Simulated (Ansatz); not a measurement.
Hf$_{3}$Si$_{2}$:
```
CELL_PARAMETERS angstrom
      6.99467     0.00000     0.00000
      0.00000     6.99467     0.00000
      0.00000     0.00000     3.66793
ATOMIC_POSITIONS crystal
  Hf 0.67309 0.82691 0.50000
  Hf 0.32691 0.17309 0.50000
  Hf 0.17309 0.67309 0.50000
  Hf 0.82691 0.32691 0.50000
  Hf 0.50000 0.50000 0.00000
  Hf 0.00000 0.00000 0.00000
  Si 0.62370 0.12370 0.00000
  Si 0.37630 0.87630 0.00000
  Si 0.87630 0.62370 0.00000
  Si 0.12370 0.37630 0.00000
```

Relaxed with r²SCAN. Special points in fractions of this cell's reciprocal vectors: Γ (0.000, 0.000, 0.000); X (0.000, 0.500, 0.000); M (0.500, 0.500, 0.000); Z (0.000, 0.000, 0.500); R (0.000, 0.500, 0.500); A (0.500, 0.500, 0.500).

### Question
List the band energies nearest the Fermi level at these points for plane-wave PAW r²SCAN (Ansatz code).

### Answer
In eV from the Fermi level; about four levels below and three above (degenerate sets whole), none deeper than 8.9 eV; points with the same levels are listed once.

```csv
k,below,above
Γ,-0.55 -0.55 -0.36 -0.27 -0.20,1.15 1.25 1.66 1.66
X,-1.42 -1.42 -0.38 -0.38,0.61 0.61 1.02 1.02
M,-0.34 -0.34 -0.04 -0.04,0.26 0.26 1.47 1.47
Z,-2.04 -1.36 -1.36 -0.81,0.02 0.21 0.24 0.24
R,-0.45 -0.45 -0.16 -0.16,2.16 2.16 3.02 3.02
A,-0.65 -0.65 -0.63 -0.63,2.31 2.31 3.92 3.92
```

Space group P4/mbm. The first step of the workflow began from a Materials Project structure, measured or hypothetical; the Crystallography Open Database copy checked does not list it. Whether it is the stable phase at ambient conditions was not checked. The r²SCAN relaxation kept the symmetry of its start; whether a distortion lowers the energy is not shown. The run is not spin-polarised. Spin–orbit coupling is left out wherever it is not named.

Potentials: the later of the program's two PAW sets.
